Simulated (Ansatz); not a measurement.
**CsGa3 in Ansatz, vacancy hop by nudged elastic band**

The input file (Ansatz 0.2.0, plane waves):

```yaml
crystal:
  lattice:
    - [-3.16176893, 3.16176893, 7.82850624]
    - [3.16176893, -3.16176893, 7.82850624]
    - [6.32353786, 6.32353786, -15.65701248]
  atoms:
    - { symbol: Cs, position: [-0.00169181, -0.00631016, -0.00079362] }
    - { symbol: Ga, position: [0.60484974, 0.30336776, 0.34882521] }
    - { symbol: Ga, position: [0.70240297, 0.39326589, 0.15270611] }
    - { symbol: Ga, position: [0.08974697, 0.39768039, 0.34930756] }
    - { symbol: Ga, position: [0.49569376, 0.50437667, 0.00158723] }
    - { symbol: Ga, position: [0.77701484, 0.56090932, 0.39229517] }
    - { symbol: Ga, position: [0.43969758, 0.22649003, 0.10966106] }
    - { symbol: Ga, position: [0.77653024, 0.98469892, 0.10541393] }
    - { symbol: Ga, position: [0.00897657, 0.21708608, 0.39027797] }
    - { symbol: Cs, position: [0.36519012, 0.8627185, 0.24799759] }
    - { symbol: Cs, position: [0.13185302, 0.63784572, 0.25063704] }
    - { symbol: Cs, position: [-0.00201715, -0.00152802, 0.49754975] }
    - { symbol: Ga, position: [0.60932784, 0.29067248, 0.84148934] }
    - { symbol: Ga, position: [0.70042411, 0.39467863, 0.65280363] }
    - { symbol: Ga, position: [0.61061695, 0.9150994, 0.65529885] }
    - { symbol: Ga, position: [0.0911491, 0.39351611, 0.8484929] }
    - { symbol: Ga, position: [0.4971662, 0.49866866, 0.49787655] }
    - { symbol: Ga, position: [0.77168265, 0.55837286, 0.88992424] }
    - { symbol: Ga, position: [0.42994316, 0.22254371, 0.60434953] }
    - { symbol: Ga, position: [0.77582636, 0.98720606, 0.60541022] }
    - { symbol: Ga, position: [0.00642911, 0.22232828, 0.89240259] }
    - { symbol: Cs, position: [0.36378009, 0.8621187, 0.74861791] }
    - { symbol: Cs, position: [0.13195865, 0.63045653, 0.7487886] }
kpoints:
  mp_grid: { grid: [3, 3, 2] }
magnetization:
  spin_polarized: false
scf:
  occupations: { method: gaussian, width: 0.1 }
hamiltonian:
  pseudopotentials: { kind: paw }
  xc: lda
basis:
  ecutwfc: 420
neb:
  images: 3
  relax_end_points: true
  climbing: true
  f_tol: 0.1
  max_iterations: 40
  order_check: false
  final_atoms:
    - { symbol: Cs, position: [-0.00169181, -0.00631016, -0.00079362] }
    - { symbol: Ga, position: [0.60484974, 0.30336776, 0.34882521] }
    - { symbol: Ga, position: [0.70240297, 0.39326589, 0.15270611] }
    - { symbol: Ga, position: [0.08974697, 0.39768039, 0.34930756] }
    - { symbol: Ga, position: [0.49569376, 0.50437667, 0.00158723] }
    - { symbol: Ga, position: [0.77701484, 0.56090932, 0.39229517] }
    - { symbol: Ga, position: [0.43969758, 0.22649003, 0.10966106] }
    - { symbol: Ga, position: [0.77653024, 0.98469892, 0.10541393] }
    - { symbol: Ga, position: [-0.39107958, -0.08356229, 0.1542223] }
    - { symbol: Cs, position: [0.36519012, 0.8627185, 0.24799759] }
    - { symbol: Cs, position: [0.13185302, 0.63784572, 0.25063704] }
    - { symbol: Cs, position: [-0.00201715, -0.00152802, 0.49754975] }
    - { symbol: Ga, position: [0.60932784, 0.29067248, 0.84148934] }
    - { symbol: Ga, position: [0.70042411, 0.39467863, 0.65280363] }
    - { symbol: Ga, position: [0.61061695, 0.9150994, 0.65529885] }
    - { symbol: Ga, position: [0.0911491, 0.39351611, 0.8484929] }
    - { symbol: Ga, position: [0.4971662, 0.49866866, 0.49787655] }
    - { symbol: Ga, position: [0.77168265, 0.55837286, 0.88992424] }
    - { symbol: Ga, position: [0.42994316, 0.22254371, 0.60434953] }
    - { symbol: Ga, position: [0.77582636, 0.98720606, 0.60541022] }
    - { symbol: Ga, position: [0.00642911, 0.22232828, 0.89240259] }
    - { symbol: Cs, position: [0.36378009, 0.8621187, 0.74861791] }
    - { symbol: Cs, position: [0.13195865, 0.63045653, 0.7487886] }
```

The command:

```bash
ansatz run input.yaml --threads 4 --pin off --max-ram 8192MiB --backend cpu --events-out ev --progress --plain --runs-dir out
```

Origin of the cell: a database entry, scaled a little.

The cell is 1×1×2 cells of CsGa3 with one Ga taken out; atom 9 (Ga) hops into the empty site, 2.80 Å away before the end points are relaxed. All atoms were shaken by about 0.02 Å first.

Output (shortened):

```
SCF iter   1: F=—  HF=-96051.063395 eV  Δρ=4.56e-3  dr2=9.61e-2  defer=19
SCF iter   2: F=—  HF=-96051.049914 eV  Δρ=2.26e-3  dr2=3.69e-2  defer=19
SCF iter   3: F=—  HF=-96051.043470 eV  Δρ=1.01e-3  dr2=8.53e-3  defer=19
[… 4 lines left out …]
SCF iter   8: F=—  HF=-96051.040295 eV  Δρ=1.46e-5  dr2=6.44e-6  defer=19
SCF iter   9: F=—  HF=-96051.040294 eV  Δρ=4.91e-6  dr2=7.22e-7  defer=19
SCF iter  10: F=-96051.040294 eV  HF=-96051.040294 eV  Δρ=2.11e-6  dr2=8.62e-8
NEB iter   1: max|band force component| = 3.027e0 eV/Å  barrier→ = 1.7671 eV  barrier← = 1.4628 eV  Δτ_max = 0.1999 Å  (54 SCF iters)
NEB iter   2: max|band force component| = 9.883e-1 eV/Å  barrier→ = 0.9370 eV  barrier← = 0.6327 eV  Δτ_max = 0.1159 Å  (30 SCF iters)
NEB iter   3: max|band force component| = 3.314e-1 eV/Å  barrier→ = 0.7685 eV  barrier← = 0.4642 eV  CI = image 2  Δτ_max = 0.1701 Å  (30 SCF iters)
NEB iter   4: max|band force component| = 9.209e-2 eV/Å  barrier→ = 0.7599 eV  barrier← = 0.4557 eV  CI = image 2  Δτ_max = 0.0304 Å  (28 SCF iters)
NEB iter   5: max|band force component| = 9.794e-2 eV/Å  barrier→ = 0.7556 eV  barrier← = 0.4513 eV  CI = image 2  Δτ_max = 0.0000 Å  (8 SCF iters)
--- NEB band (5 images, 5 band iterations, 150 SCF iterations, 84 more in tests of the images' electronic states and relaxations of end points) ---
  forward barrier  = 0.755586 eV
  backward barrier = 0.451319 eV
  lagrangian_above_aufbau_ev (what the smearing adds, to first order; not taken off the barriers): saddle image -0.013074 eV, end points -0.015718 and -0.025468 eV
  climbing image's point = of an order that was not read
  energies are F+E_penalty+E_count in eV, relative to image 0
  image     s (Å)  Δ vs image 0  max|band force component| (eV/Å)
      0    0.0000      0.000000                                 —
      1    0.9046      0.370327                          9.794e-2
  *   2    1.8359      0.755586                          3.119e-2
      3    2.5457      0.513879                          9.671e-2
      4    3.2721      0.304267                                 —
```

The converged band:

```tsv
image	path over all atoms (Å)	ΔF (eV)	Ga x	y	z (Å)
0	0.00	0.000	3.22	1.83	-4.30
1	0.90	0.370	2.94	1.35	-4.73
2	1.84	0.756	2.56	0.75	-5.25
3	2.55	0.514	2.20	0.36	-5.68
4	3.27	0.304	1.91	0.00	-6.02
```

Highest image (2), forces in eV/Å:

```xyz
23
Lattice="-3.162 3.162 7.829 3.162 -3.162 7.829 6.324 6.324 -15.657" Properties=species:S:1:pos:R:3:forces:R:3 pbc="T T T" image=2
Cs   -0.002    0.008    0.031   -0.003    0.004    0.000
Ga    1.512    3.049    1.758    0.020   -0.004    0.031
Ga   -0.035    1.738    5.968   -0.002   -0.006    0.014
Ga    3.184    1.251   -2.020   -0.009    0.024    0.005
Ga    0.040    0.069    7.897    0.016    0.001   -0.003
Ga    1.799    3.227    4.390    0.003   -0.019   -0.032
Ga    0.062    1.352    3.468   -0.005    0.001   -0.017
Ga    1.271   -0.052   12.335    0.002   -0.018   -0.005
Ga    2.563    0.748   -5.246   -0.017    0.012   -0.009
Cs    3.156    0.003    5.892    0.006    0.002    0.000
Cs    3.201   -0.056    2.082   -0.011    0.002    0.003
Cs    3.131    3.215   -7.838    0.002   -0.001   -0.002
Ga    4.409    6.363   -6.059   -0.013   -0.001    0.009
Ga    3.124    5.134   -1.776   -0.002   -0.007    0.000
Ga    5.058    3.193    1.743   -0.001    0.002   -0.002
Ga    6.239    4.486   -9.556    0.001    0.009   -0.006
Ga    3.229    3.069   -0.104   -0.011    0.004    0.004
Ga    4.939    6.332   -3.483    0.006    0.001   -0.002
Ga    3.107    4.535   -4.358    0.004   -0.003    0.006
Ga    4.426    3.181    4.313    0.004   -0.001    0.006
Ga    6.284    4.994  -12.165    0.003   -0.004    0.006
Cs    6.228    3.170   -2.011    0.008    0.002   -0.005
Cs    6.286    3.264   -5.775    0.000    0.002    0.000
```

Barrier of this path: 0.76 eV forwards, 0.45 eV backwards, after 5 band iterations.

Caveats: no moments, though an odd count or open d shells may carry them; the k mesh is coarse if the cell is a metal; a small cell with a neutral vacancy and no spin, whose shape can make like sites unlike; the cell is held at a rescaled volume, and strain moves barriers; the hop was drawn among near neighbours and need not be the easiest path; few images and a loose tolerance, and neither the top nor the ends were tested for their order.

The run took 22 min on 4 threads of Arm Neoverse V1, with other jobs on the host, peak memory 4.3 GiB, from the program's own first density.
